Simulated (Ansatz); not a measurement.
**Pressure against volume: Nb**

```
Nb
1.0
     0.00000    2.11500    2.11500
     2.11500    0.00000    2.11500
     2.11500    2.11500    0.00000
Nb
1
Cartesian
  0.0000 0.0000 0.0000
```

The geometry is COD entry 1534903, unchecked; take it as a test cell.

All numbers are computed: DFT, PBEsol, all-electron LAPW, scalar-relativistic (Ansatz 0.2.0); DFT, PBEsol, PAW with Ansatz's default frozen-core files, scalar-relativistic (Ansatz 0.2.0).

For LAPW: a Γ-centred 13×13×13 k mesh, Fermi–Dirac smearing of 0.08 eV, basis error target 0.25 meV/atom, no spin polarisation. PAW takes a cutoff of 420 eV at this cell (files made with PBE, cores remade for this functional). The Ansatz runs share mesh, smearing and spin set-up. Plane-wave (PAW) pressures include the program's estimate of the Pulay term.

The cell above is scaled evenly, with fractional coordinates and shape held.

(1) Estimate the equilibrium volume and bulk modulus that all-electron LAPW gives for this fixed shape.

## Answers

(1) V0 = 18.17 Å³/atom, B0 = 176 GPa, B0′ = 3.7, from a third-order Birch–Murnaghan fit to these pressures:
| V/V(cell) | V (Å³/atom) | P, LAPW (GPa) | P, PAW (GPa) | free energy over the lowest listed, PAW (meV/atom) |
| --- | --- | --- | --- | --- |
| 0.9400 | 17.786 | 3.85 | 3.86 | 4.5 |
| 0.9500 | 17.976 | 1.89 | 1.90 | 1.1 |
| 0.9600 | 18.165 | 0.02 | 0.03 | 0.0 |
| 0.9750 | 18.449 | -2.63 | -2.62 | 2.3 |
| 0.9800 | 18.543 | -3.48 | -3.46 | 4.1 |
| 0.9900 | 18.733 | -5.10 | -5.09 | 9.2 |
| 1.0000 | 18.922 | -6.65 | -6.63 | 16.1 |
| 1.0100 | 19.111 | -8.12 | -8.11 | 24.8 |
| 1.0200 | 19.300 | -9.53 | -9.51 | 35.2 |
| 1.0250 | 19.395 | -10.20 | -10.19 | 41.0 |
| 1.0400 | 19.679 | -12.13 | -12.12 | 60.8 |
| 1.0500 | 19.868 | -13.35 | -13.33 | 75.8 |
| 1.0600 | 20.057 | -14.50 | -14.48 | 92.3 |
